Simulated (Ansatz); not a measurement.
Level: PBE, no spin polarisation; 420 eV; 4×6×3 Γ-centred mesh; fermi-dirac occupations (width 0.0101 eV); Ansatz 0.2.0, fixed geometry.

Computed maps in the lattice plane spanned by a (left to right, 7.68 Å, 23 points from zero) and c (bottom to top, 8.94 Å, 26 points from zero), 90° apart, at height 0.250 along b. The fields are smooth PAW ones with compensation charges, not the true ones near nuclei.

Valence density. Digits on a logarithmic scale: 0 up to 0.03 e/Å³, each further digit a factor of 1.6, 9 from 1.3 e/Å³ up:
```
45788653210001234444323
23455432110001122222222
22333221111254211111111
11122211112899511111111
11111111112999710000111
22111111111598310000011
89621001111122111111112
99930000111111111111115
99920111111111222111114
45311111111122333221101
01112222222234554432100
01234444332346887542100
01345666543469999853200
12467898764579999964210
13578999875579999964210
13579999975569999853210
13579999975457898643210
13468999864334565543211
12456777653223455655431
22345665432123467777643
34556554321123578998754
46899754211124689999864
58999974210124689999865
69999985310124679999865
69999985310013568888654
57999964210012356666543
```

ELF. Ten even steps from '0' (0.00) to '9' (1.00):
```
22233222110001345553211
22222211100000022221111
12221110000031001111111
11111000000799200111111
00000000100899500011111
00000001100298000011100
79400001110000000001100
99900011111000000000002
99900011111111111000001
13000111111122221110000
00012221111122222211100
00245554311122332221100
02467766531123454322210
13676666652124786422210
14776424663124786422210
15765282565123554322100
14765212565112332221100
02566545675111111222100
01355566663101224555420
01123455531002455666751
11111122210014665446662
12233212100026764114663
12455422210036763233662
13688532210036765335652
13587532210025776666641
12455322210013677666521
```

Q: The cell is LiCdI. Which atoms lie within 0.2 Å of this plane, and where (fractions of a and c)?

A: Cd at (0.15, 0.06), Cd at (0.65, 0.44), I at (0.26, 0.37), I at (0.76, 0.13), Li at (0.04, 0.68), Li at (0.54, 0.82). The whole cell:
```yaml
crystal:
  lattice:
    - [7.68465, 0.00000, 0.00000]
    - [0.00000, 4.58505, 0.00000]
    - [0.00000, 0.00000, 8.94033]
  atoms:
    - { symbol: Cd, position: [0.14530, 0.25000, 0.06200] }
    - { symbol: Cd, position: [0.35470, 0.75000, 0.56200] }
    - { symbol: Cd, position: [0.64530, 0.25000, 0.43800] }
    - { symbol: Cd, position: [0.85470, 0.75000, 0.93800] }
    - { symbol: I, position: [0.26111, 0.25000, 0.37497] }
    - { symbol: I, position: [0.23889, 0.75000, 0.87497] }
    - { symbol: I, position: [0.76111, 0.25000, 0.12503] }
    - { symbol: I, position: [0.73889, 0.75000, 0.62503] }
    - { symbol: Li, position: [0.03654, 0.25000, 0.68344] }
    - { symbol: Li, position: [0.46346, 0.75000, 0.18344] }
    - { symbol: Li, position: [0.53654, 0.25000, 0.81656] }
    - { symbol: Li, position: [0.96346, 0.75000, 0.31656] }
```

Origin: a known structure type with other elements, at an estimated volume, so it need not be a known compound. Caveats: atoms or cell far from equilibrium.
